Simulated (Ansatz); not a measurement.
Ti:
```cif
data_Ti
_chemical_formula_sum 'Ti1'
_space_group_name_H-M_alt 'P 1'
_space_group_IT_number 1
_cell_length_a 2.90640
_cell_length_b 2.90640
_cell_length_c 2.90640
_cell_angle_alpha 60.000
_cell_angle_beta 60.000
_cell_angle_gamma 60.000
loop_
_space_group_symop_operation_xyz
  'x, y, z'
loop_
_atom_site_label
_atom_site_type_symbol
_atom_site_fract_x
_atom_site_fract_y
_atom_site_fract_z
_atom_site_occupancy
Ti1 Ti 0.00000 0.00000 0.00000 1
```

Relaxed with r²SCAN.

Q: Which orbitals make up the states near the Fermi level in r²SCAN (plane waves, PAW; program Ansatz)?

A: Within 0.5 eV of the Fermi level: Ti 3d 86 %, outside the projected shells 8 %. Projections are on Löwdin-orthogonalised atomic valence shells; empty p or d shells of many metals are not among them.

Q: Tabulate the density of states.

A: States/eV per cell of 1 atom, in 0.25 eV bins, energy from the Fermi level.

```tsv
E (eV)	total	Ti 3d	Ti 4s	Ti 3s
-6.60	0.00	0.00	0.00	0.00
-6.35	0.03	0.00	0.02	0.01
-6.10	0.05	0.00	0.04	0.01
-5.85	0.07	0.00	0.06	0.01
-5.60	0.09	0.00	0.07	0.01
-5.35	0.10	0.00	0.09	0.01
-5.10	0.12	0.00	0.10	0.01
-4.85	0.13	0.01	0.11	0.01
-4.60	0.15	0.01	0.13	0.01
-4.35	0.17	0.01	0.14	0.01
-4.10	0.19	0.02	0.16	0.01
-3.85	0.22	0.03	0.18	0.01
-3.60	0.25	0.05	0.19	0.01
-3.35	0.30	0.07	0.21	0.01
-3.10	0.37	0.12	0.23	0.00
-2.85	0.49	0.21	0.26	0.00
-2.60	0.86	0.53	0.30	0.00
-2.35	0.93	0.64	0.27	0.00
-2.10	0.92	0.68	0.22	0.00
-1.85	0.93	0.73	0.16	0.00
-1.60	1.28	1.12	0.11	0.00
-1.35	1.37	1.26	0.05	0.00
-1.10	1.30	1.22	0.02	0.00
-0.85	1.40	1.30	0.02	0.00
-0.60	1.29	1.15	0.03	0.00
-0.35	1.49	1.28	0.07	0.00
-0.10	1.65	1.38	0.10	0.00
0.15	1.50	1.30	0.06	0.00
0.40	1.63	1.44	0.07	0.00
0.65	1.46	1.31	0.07	0.00
0.90	1.36	1.23	0.07	0.00
1.15	1.80	1.69	0.06	0.00
1.40	1.68	1.60	0.03	0.00
1.65	1.20	1.14	0.02	0.00
1.90	1.20	1.14	0.02	0.00
2.15	1.48	1.42	0.02	0.00
2.40	1.86	1.80	0.03	0.00
2.65	1.40	1.35	0.03	0.00
2.90	1.49	1.44	0.03	0.00
3.15	1.51	1.46	0.03	0.00
3.40	1.78	1.73	0.03	0.00
3.65	2.75	2.69	0.04	0.00
3.90	2.24	2.16	0.06	0.00
4.15	0.66	0.54	0.08	0.00
4.40	0.55	0.38	0.10	0.01
4.65	0.52	0.31	0.11	0.01
4.90	0.48	0.25	0.11	0.01
```

Space group Fm-3m (fcc (Cu type)). The first step of the workflow began from a Materials Project structure, measured or hypothetical; the Crystallography Open Database files this formula in space group No. 225, but the cells were not matched. It is not the phase usual at ambient conditions (space group No. 194). The cell was relaxed with r²SCAN under the symmetry of its start; whether a distortion lowers the energy is not shown. No spin polarisation was allowed.

Potentials: the later of the program's two PAW sets.
